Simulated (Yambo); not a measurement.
Yambo run on NaF (rock salt, space group Fm-3m, No. 225). The wavefunctions come from this Quantum ESPRESSO step (PBEsol, PseudoDojo standard norm-conserving files, scalar-relativistic):

```
&CONTROL
  calculation = 'nscf'
  pseudo_dir = './pseudo'
  outdir = './out'
/
&SYSTEM
  ibrav = 0
  nat = 2
  ntyp = 2
  ecutwfc = 88.0
  ecutrho = 352.0
  occupations = 'fixed'
  force_symmorphic = .true.
  nbnd = 94
/
&ELECTRONS
  conv_thr = 2e-09
  diago_full_acc = .true.
  diago_thr_init = 1e-08
/
ATOMIC_SPECIES
F 18.9984 F.upf
Na 22.9898 Na.upf
CELL_PARAMETERS angstrom
  0.000000000000   2.313665003000   2.313665003000
  2.313665003000   0.000000000000   2.313665003000
  2.313665003000   2.313665003000   0.000000000000
ATOMIC_POSITIONS crystal
F   0.500000000000   0.500000000000   0.500000000000
Na   0.000000000000   0.000000000000   0.000000000000
K_POINTS automatic
6 6 6 0 0 0
```

Yambo input:

```
rim_cut
gw0
dyson
el_el_corr
HF_and_locXC
ppa
em1d
RandQpts= 1000000
RandGvec= 1 Ry
EXXRLvcs= 88 Ry
VXCRLvcs= 352 Ry
Chimod= "HARTREE"
% BndsRnXp
 2 | 93 |
%
NGsBlkXp= 14 Ry
% LongDrXp
 1.0 | 1.0 | 1.0 |
%
PPAPntXp= 27.2114 eV
% GbndRnge
 1 | 93 |
%
GTermKind= "BG"
DysSolver= "n"
ExtendOut
% QPkrange
 1 | 1 | 8 | 9 |
 4 | 4 | 8 | 9 |
 13 | 13 | 8 | 9 |
%
```

k points by index: 1 = Γ, 4 = L, 13 = X.

Table of the .qp output:

```
#    K-point    Band    Eo [eV]    E [eV]    E-Eo [eV]    Vxc [eV]    Vnlxc [eV]    Sc|Eo [eV]    Sc|E [eV]    dSc/dw|Eo [eV]    Re(Z)    Im(Z)
#
    1    8    0.000000    -3.058637    -3.058637    -22.22852    -30.18447    4.225995    4.897312    -5.972169    0.820025    -0.001058
    1    9    6.223052    7.720470    1.497417    -9.663128    -5.377663    -2.624958    -2.788047    -2.963597    0.901786    -0.542064E-3
    4    8    -0.256301    -3.379277    -3.122977    -21.72600    -29.75843    4.222535    4.909445    -5.984966    0.819709    -0.001144
    4    9    10.66725    12.42842    1.761169    -9.243761    -4.430004    -2.858232    -3.052589    -3.002837    0.900615    -0.674413E-3
    13    8    -0.410702    -3.570972    -3.160270    -21.54592    -29.59701    4.196887    4.890819    -5.974751    0.819960    -0.001291
    13    9    13.02781    15.20909    2.181273    -12.59169    -7.205525    -2.886715    -3.204888    -3.967976    0.872716    -0.004262
```
(The two width columns are left out.) Convergence of these settings isn't established.

Geometry relaxed with PBEsol.
